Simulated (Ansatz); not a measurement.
# Relaxing a structure of LiH

The start is a relaxed LiH cell with every coordinate shifted by Gaussian noise of σ = 0.2 Å. The structure is fully relaxed (lattice and positions, P = 0) with PBEsol (plane waves to 420 eV, PAW, scalar-relativistic; Ansatz, a first-principles code). The first steps use a coarse 10×10×10 k-mesh.

Initial structure:
```yaml
crystal:
  lattice:
    - [0.00000, 1.98996, 1.98996]
    - [1.98996, 0.00000, 1.98996]
    - [1.98996, 1.98996, 0.00000]
  atoms:
    - { symbol: H, position: [0.12446, 0.93937, 0.97930] }
    - { symbol: Li, position: [0.42789, 0.54492, 0.61935] }
```

Task: What pressure does the first self-consistent step give?

Result: +5.2 GPa (positive: the cell is compressed).

Task: By how much does the energy per atom fall from start to end?

Result: 0.14 eV/atom.

Task: Does it find its way back to the structure it was made from?

Result: It returns to the parent structure, Fm-3m (No. 225).

Task: How do the shortest distances between atoms change?

Result: The closest pairs of elements (up to four, under 3.6 Å), start → end: H–Li 1.52 → 1.99 Å; H–H 2.81 → 2.81 Å; Li–Li 2.81 → 2.81 Å.

Task: Is the relaxed structure metallic? Give its gap.

Result: 2.73 eV, direct at X (no spin-orbit coupling).

It ends as:

Space group Fm-3m (No. 225); a = 3.980 Å, b = 3.980 Å, c = 3.980 Å, α = 90.00°, β = 90.00°, γ = 90.00°

```
atom  site  symmetry       x       y       z
----  ----  --------  ------  ------  ------
H       4b      m-3m  0.5000  0.5000  0.5000
Li      4a      m-3m  0.0000  0.0000  0.0000
```
(The calculation used a cell of 2 atoms; values per cell refer to that cell.)

Final values are on a 14×14×14 k-mesh of the relaxed cell. No spin polarisation in the result.
